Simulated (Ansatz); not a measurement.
# Property card of a PtSe₂ sheet

It was reached by relaxing an invented guess, and it needn't be the stable form of this composition.

Level of theory: DFT PBE, scalar-relativistic, plane waves, PAW (Ansatz 0.2.0). Plane waves to 420 eV, a k mesh through Γ of 12×12×1 on the computed 3-atom cell and Gaussian smearing (0.10 eV); no spin polarisation.

Only a and b repeat, and vacuum parts the sheet from its images along c.

```cif
data_structure
_symmetry_space_group_name_H-M 'P 1'
_symmetry_Int_Tables_number 1
_cell_length_a 3.6454
_cell_length_b 3.6454
_cell_length_c 29.8755
_cell_angle_alpha 90.000
_cell_angle_beta 90.000
_cell_angle_gamma 120.000
_cell_volume 343.83
loop_
_atom_site_label
_atom_site_type_symbol
_atom_site_fract_x
_atom_site_fract_y
_atom_site_fract_z
_atom_site_occupancy
Pt1 Pt 0.66667 0.33333 0.30125 1
Se1 Se 0.33333 0.66667 0.35029 1
Se2 Se 0.33333 0.66667 0.25221 1
```

Energies over the elements count from the elements' standard structures at the same level, with no fitted energy shifts.

```
Layer group                                       : p-6m2 (No. 78)
In-plane cell                                     : a = 3.645 Å, b = 3.645 Å, γ = 120.0°
Area per atom                                     : 3.84 Å²
Thickness between the outermost nuclei            : 2.93 Å
Formation energy                                  : +0.06 eV/atom
Band gap over mesh and path                       : none (metal or semimetal)
Density of states at the Fermi level              : 2.8 states/eV per cell
Löwdin character within 0.5 eV of the Fermi level : Se 4p 66 %, Pt 5d 30 %
Bader charges (e)                                 : Pt1 0.03, Se2 -0.01, Se3 -0.01
```

Levels along Γ–M–K–Γ, in eV from the Fermi level, sorted by energy at each point. Points in fractions of the primitive reciprocal vectors: Γ (0.000 0.000 0.000), M (0.500 0.000 0.000), K (0.333 0.333 0.000).
| point | k (1/Å, with 2π) | band 22 | band 23 | band 24 | band 25 | band 26 | band 27 | band 28 |
| --- | --- | --- | --- | --- | --- | --- | --- | --- |
| Γ | 0.000 | -2.48 | -1.45 | 0.58 | 0.58 | 0.81 | 0.81 | 2.60 |
| - | 0.142 | -2.54 | -1.38 | 0.36 | 0.52 | 0.63 | 0.69 | 2.94 |
| - | 0.284 | -2.71 | -1.29 | -0.04 | 0.01 | 0.37 | 0.76 | 3.61 |
| - | 0.426 | -2.98 | -1.48 | -0.47 | -0.10 | -0.06 | 0.93 | 4.16 |
| - | 0.569 | -3.23 | -1.91 | -0.90 | -0.54 | 0.22 | 1.10 | 4.16 |
| - | 0.711 | -3.29 | -2.29 | -1.33 | -1.00 | 0.61 | 1.24 | 3.68 |
| - | 0.853 | -3.08 | -2.52 | -1.77 | -1.38 | 0.93 | 1.33 | 3.27 |
| M | 0.995 | -2.88 | -2.59 | -2.04 | -1.53 | 1.05 | 1.36 | 3.13 |
| - | 1.077 | -2.92 | -2.60 | -2.17 | -1.42 | 1.03 | 1.32 | 3.20 |
| - | 1.159 | -3.05 | -2.64 | -2.39 | -1.25 | 0.95 | 1.24 | 3.38 |
| - | 1.241 | -3.22 | -2.72 | -2.56 | -1.10 | 0.80 | 1.20 | 3.62 |
| - | 1.323 | -3.26 | -2.84 | -2.68 | -0.96 | 0.66 | 1.19 | 3.88 |
| - | 1.405 | -3.23 | -3.01 | -2.79 | -0.86 | 0.56 | 1.18 | 4.14 |
| - | 1.488 | -3.22 | -3.16 | -2.88 | -0.80 | 0.51 | 1.17 | 4.37 |
| K | 1.570 | -3.43 | -3.12 | -2.94 | -0.77 | 0.50 | 1.17 | 4.49 |
| - | 1.734 | -3.25 | -2.98 | -2.73 | -0.83 | 0.48 | 1.19 | 4.32 |
| - | 1.898 | -3.40 | -2.51 | -2.24 | -0.87 | 0.32 | 1.25 | 4.37 |
| - | 2.062 | -3.40 | -2.04 | -1.46 | -0.74 | 0.06 | 1.22 | 4.66 |
| - | 2.226 | -3.12 | -1.55 | -0.65 | -0.43 | -0.20 | 1.05 | 4.66 |
| - | 2.390 | -2.79 | -1.27 | -0.17 | -0.10 | 0.17 | 0.82 | 3.86 |
| - | 2.554 | -2.56 | -1.37 | 0.30 | 0.45 | 0.64 | 0.64 | 3.04 |
| Γ | 2.719 | -2.48 | -1.45 | 0.58 | 0.58 | 0.81 | 0.81 | 2.60 |

The last run used a 12×12×1 mesh for its 3-atom cell and Gaussian smearing of 0.10 eV. Spin–orbit coupling, which can matter for Pt, is left out. The reference form of Se is held partly by dispersion forces, which this level lacks.
